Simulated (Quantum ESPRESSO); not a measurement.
# Planted mistakes on one cell of B3SiP3C

Calculated results; nothing here was measured. They come from pw.x of Quantum ESPRESSO 7.5, a plane-wave density functional program, with PseudoDojo standard norm-conserving files (v0.5 for PBE, v0.4.1 for LDA and PBEsol). The cells are made up: elements, strain and atom displacements were drawn at random, and nothing was relaxed. There is no spin polarisation, spin-orbit coupling or dispersion term.

The cell has 8 sites of a zincblende or diamond lattice. Sites 1 to 4 hold B B Si B; sites 5 to 8 hold P P C P. Cell vectors in Å: (4.570, 0.022, -0.038); (0.022, 4.465, 0.065); (-0.038, 0.065, 4.568). Settings: PBE, cutoff 1116 eV, 4 x 4 x 4 k mesh shifted by half a step, Fermi-Dirac smearing of 0.025 eV.

The intended run has a self-consistency threshold of 1e-07 eV, a smearing term of 0.000 eV, a pressure of 12.83 GPa and 11 iterations. Each further run changes one thing: all lengths scaled by 0.9897; atoms of sites 1 and 8 exchanged; cutoff 824 eV; files of LDA; k mesh 1 x 1 x 1; one electron added; smearing 0.65 eV; threshold 0.09 eV. A coarse mesh keeps the shift, and a charged cell sits in a uniform background.

```
run  change of free energy (eV)  smearing term -TS (eV)  change of P (GPa)  largest change of a force component (eV/Å)  iterations
  A                       0.059                   0.000              -0.60                                       0.014          11
  B                      10.566                   0.000              12.31                                       0.660          12
  C                       0.030                   0.000              -0.21                                       0.075           4
  D                      10.495                  -0.005              21.23                                       0.721          11
  E                      -0.492                  -1.614               0.43                                       0.275          10
  F                      -5.291                   0.000              -7.24                                       0.244          11
  G                       0.286                   0.000               6.65                                       0.481          11
  H                       1.319                   0.000              -1.01                                       4.783          12
```

A rerun of the intended cell at 1347 eV and k mesh 6 x 6 x 6 moved values by no more than 0.005 eV in the cell's energy, 0.03 GPa in stress and 0.004 eV/Å in force.

Question: which change belongs to which run?

## Worked reading

Run C has the fewest iterations, as a run stopped early does. Run E has the largest smearing term, as wide smearing gives. Run G changes the volume by a factor of 0.9694; minus its pressure change over the logarithm of that factor, 214 GPa, is a rough bulk modulus with clamped atoms. Energies from files of another functional, or of a charged cell, have another zero and say nothing on stability; the pressure of a charged cell rests on the program's zero of potential too.

## Key

```
run,change
A,cutoff 824 eV
B,k mesh 1 x 1 x 1
C,threshold 0.09 eV
D,one electron added
E,smearing 0.65 eV
F,files of LDA
G,all lengths scaled by 0.9897
H,atoms of sites 1 and 8 exchanged
```